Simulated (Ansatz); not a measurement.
An ordered 4-atom cell of CdSiN₂ on the zincblende lattice (P-4m2), relaxed with r2SCAN. Space group P-4m2 (No. 115), tetragonal; conventional cell a = 3.034 Å, c = 5.110 Å, 11.76 Å³ an atom. Cd has 4 N at 2.23 Å; N has 2 Si at 1.77 Å and 2 Cd at 2.23 Å; Si has 4 N at 1.77 Å.

5 runs of Ansatz on this cell differ in the functional (and in the settings that go with it). Levels are in eV from each run's valence top; v1 is the last filled band, c1 the first empty one.

Run A, mean stress -5.7 GPa (compression positive):
```
point     v2     v1    c1    c2
    Γ  -0.03  -0.03  1.16  4.31
    X  -3.14  -0.11  4.00  5.16
    M  -2.50  -1.70  2.81  2.81
```

Run B, mean stress 0.0 GPa (compression positive):
```
point     v2     v1    c1    c2
    Γ  -0.03  -0.03  1.51  4.90
    X  -3.07  -0.10  4.60  5.77
    M  -2.53  -1.68  3.39  3.39
```

Run C, mean stress -1.0 GPa (compression positive):
```
point     v2     v1    c1    c2
    Γ   0.00   0.00  3.11  6.49
    X  -3.17  -0.11  6.16  7.58
    M  -2.59  -1.76  4.83  4.83
```

Run D, mean stress -0.9 GPa (compression positive):
```
point     v2     v1    c1    c2
    Γ  -0.01  -0.01  2.39  5.72
    X  -3.15  -0.10  5.40  6.80
    M  -2.59  -1.77  4.09  4.09
```

Run E, mean stress +1.3 GPa (compression positive):
```
point     v2     v1     c1     c2
    Γ   0.00   0.00   9.88  13.43
    X  -3.28  -0.16  12.84  14.79
    M  -2.77  -2.11  11.37  11.37
```

Q: Match the runs to LDA, r2SCAN, HSE06, PBE0, Hartree-Fock.

A: A is LDA, B is r2SCAN, C is PBE0, D is HSE06, E is Hartree-Fock. In order of the gap: LDA 1.16, r2SCAN 1.51, HSE06 2.39, PBE0 3.11, Hartree-Fock 9.88 eV. The stress vanishes for r2SCAN, which relaxed the cell.

Simulation only: spin-unpolarised, and no claim that this is the phase found in nature.

Spin-orbit coupling is left out.

The stress of a hybrid is loosely converged in these runs.

The meshes of the hybrids are coarse, so their gaps aren't converged to the digits shown.
